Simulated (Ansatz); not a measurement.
CoPdO₂:
```cif
data_CoO2Pd
_chemical_formula_sum 'Pd1 Co1 O2'
_space_group_name_H-M_alt 'P 1'
_space_group_IT_number 1
_cell_length_a 6.13888
_cell_length_b 6.13888
_cell_length_c 6.13888
_cell_angle_alpha 26.612
_cell_angle_beta 26.612
_cell_angle_gamma 26.612
loop_
_space_group_symop_operation_xyz
  'x, y, z'
loop_
_atom_site_label
_atom_site_type_symbol
_atom_site_fract_x
_atom_site_fract_y
_atom_site_fract_z
_atom_site_occupancy
Pd1 Pd 0.00000 0.00000 0.00000 1
Co1 Co 0.50000 0.50000 0.50000 1
O1 O 0.11264 0.11264 0.11264 1
O2 O 0.88736 0.88736 0.88736 1
```

Relaxed with r²SCAN.

Task: Tabulate the valence density and the electron localisation function along the shortest Pd–O contact (2.00 Å), r²SCAN (plane waves, PAW; program Ansatz).

Result: 

| distance from Pd (Å) | density (e/Å³) | ELF |
|---|---|---|
| 0.20 | 12.85 | 0.31 |
| 0.30 | 11.48 | 0.39 |
| 0.40 | 9.46 | 0.44 |
| 0.50 | 7.09 | 0.44 |
| 0.60 | 4.78 | 0.39 |
| 0.70 | 2.88 | 0.30 |
| 0.80 | 1.60 | 0.20 |
| 0.90 | 0.96 | 0.14 |
| 1.00 | 0.76 | 0.16 |
| 1.10 | 0.80 | 0.34 |
| 1.20 | 0.99 | 0.61 |
| 1.30 | 1.38 | 0.80 |
| 1.40 | 2.08 | 0.84 |
| 1.50 | 3.15 | 0.82 |
| 1.60 | 4.46 | 0.75 |
| 1.70 | 5.74 | 0.61 |
| 1.80 | 6.74 | 0.43 |

The density is the valence pseudo-density with augmentation charge, so density and ELF within about 1 Å of a nucleus are not all-electron values.

Space group R-3m. The cell was relaxed with r²SCAN under the symmetry of its start. The workflow began spin-polarised and lost its moments. No Hubbard U is applied.

Potentials: the later of the program's two PAW sets.
